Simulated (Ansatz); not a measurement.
Computed properties of Re

Re in space group P-6m2 (No. 187; Re on 2g, Re on 2h, Re on 1a, Re on 1f), a = b = 2.7607 Å, c = 13.3554 Å, α = β = 90.00°, γ = 120.00°.

Space group P-6m2 (No. 187); conventional cell a = b = 2.7607 Å, c = 13.3554 Å, α = β = 90.00°, γ = 120.00°.

Method: r²SCAN in the plane-wave PAW code Ansatz. Geometry: relaxed at this level of theory. Other levels are named where they apply.

Cell and energy:

- Volume per atom = 14.69 Å³
- Density = 21.05 g/cm³

Electronic structure:

Electronic character: metallic (no gap)
Density of states at the Fermi level: 0.67 states/eV per atom (mean over ±0.08 eV)

Mechanics:

- Bulk modulus (Birch–Murnaghan fit) = 387 GPa
- Pressure derivative B′ = 4.4

The start of the workflow was typed in or built on a structure type; neither database checked (COD, Materials Project) lists it. It is not the phase usual at ambient conditions (space group No. 194). The r²SCAN relaxation kept the symmetry of its start; its stability against distortions is not shown here. No spin polarisation was allowed. Axis ratios of metals converge slowly with the k-mesh, so a and c are less sure than the volume. Spin–orbit coupling is left out wherever it is not named.

Potentials: the earlier of the program's two PAW sets.
